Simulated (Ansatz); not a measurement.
Data:

GaAs:
```xyz
8
Lattice="7.0232 0.0000 0.0000 0.0000 7.0232 0.0000 0.0000 0.0000 4.0616" Properties=species:S:1:pos:R:3 pbc="T T T"
Ga     2.2751     4.7481     0.0000
Ga     4.7481     2.2751     0.0000
Ga     5.7868     5.7868     2.0308
Ga     1.2365     1.2365     2.0308
As     2.2348     2.2348     0.0000
As     4.7884     4.7884     0.0000
As     1.2768     5.7464     2.0308
As     5.7464     1.2768     2.0308
```

This is the PBE-relaxed structure.

**Question.** All from PBE in the plane-wave PAW code Ansatz, unless another level is named. Estimate the formation energy from the elements (no fitted shifts).

**Answer.** -27 kJ/mol-atom.

**Question.** Predict the electron effective mass with spin–orbit coupling.

**Answer.** 0.011, 0.011, 0.014 mₑ (principal values).

**Question.** Give the hole effective mass.

**Answer.** 0.13, 0.96, 0.96 mₑ (principal values).

**Question.** Give the electron effective mass.

**Answer.** 0.015, 0.015, 0.018 mₑ (principal values).

**Question.** Give the conduction-band minimum.

**Answer.** at Γ.

Space group P4_2/mnm. The start of the workflow was typed in or built on a structure type; neither database checked (COD, Materials Project) lists it. It is not the phase usual at ambient conditions (space group No. 216). The PBE relaxation kept the symmetry of its start; its stability against distortions is not shown here. The volume moved by 22 % from the start of the relaxation. The references are the lowest solids computed at this level, not always the standard phases. Scalar-relativistic: spin–orbit coupling is off unless named, which matters more the heavier the elements.

Potentials: the later of the program's two PAW sets.

Edges and masses are those of Kohn–Sham bands, whose gap is no quasiparticle gap.
